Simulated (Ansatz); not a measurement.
**From the elastic tensor of YPd3 to moduli and sound speeds**

These are results of DFT LDA, scalar-relativistic, plane waves, PAW in Ansatz 0.2.0, not measurements. Plane waves to 420 eV; Γ-centred k mesh 10×10×10; Fermi-Dirac smearing of 0.15 eV. No spin polarisation.

The structure is cubic, space group Pm-3m (No. 221). Conventional cell: a = 4.016 Å, b = 4.016 Å, c = 4.016 Å, α = 90.00°, β = 90.00°, γ = 90.00°. Y (site symmetry m-3m) has 12 Pd at 2.84 Å as nearest neighbours. Around Pd (site symmetry 4/mmm) lie 8 Pd at 2.84 Å and 4 Y at 2.84 Å.

In a metal, frequencies and elastic constants depend on the k mesh and the smearing, soft modes and shear constants most.

Relaxed-ion constants (GPa, on the Cartesian axes of the calculation):
C11 = 223.6, C12 = 131.3, C13 = 131.3, C22 = 223.6, C23 = 131.3, C33 = 223.6, C44 = 85.8, C55 = 85.8, C66 = 85.8 GPa; the others vanish.

Density 10.461 g/cm³; 4 atoms in 64.79 Å³.

The values that follow are for a polycrystal of randomly turned grains, by Hill's mean where one number stands.

With S = C⁻¹: B_V = (C11+C22+C33+2(C12+C13+C23))/9, G_V = (C11+C22+C33−C12−C13−C23+3(C44+C55+C66))/15, 1/B_R = S11+S22+S33+2(S12+S13+S23), 15/G_R = 4(S11+S22+S33−S12−S13−S23)+3(S44+S55+S66); Hill is their mean. Then v_l = √((B+4G/3)/ρ), v_t = √(G/ρ), v_m = [(2/v_t³+1/v_l³)/3]^(−1/3) and Θ = (ħ/k_B)·v_m·(6π²n/V)^(1/3) for n atoms in the volume V; E = 9BG/(3B+G), ν = (3B−2G)/(2(3B+G)) and A^U = 5G_V/G_R + B_V/B_R − 6.

- Bulk modulus, Voigt / Reuss / Hill: 162.1 / 162.1 / 162.1 GPa
- Shear modulus, Voigt / Reuss / Hill: 69.9 / 63.8 / 66.9 GPa
- Young's modulus: 176 GPa
- Poisson ratio: 0.319
- Pugh ratio B/G: 2.42 (over 1.75, the rule of thumb for ductile)
- Universal anisotropy index: 0.48
- Longitudinal and transverse sound speeds: 4901 and 2529 m/s
- Debye temperature from the mean sound speed: 333 K

Cost: 1 run of about 1.7 core-minutes, on Arm Neoverse V1 (shared hosts).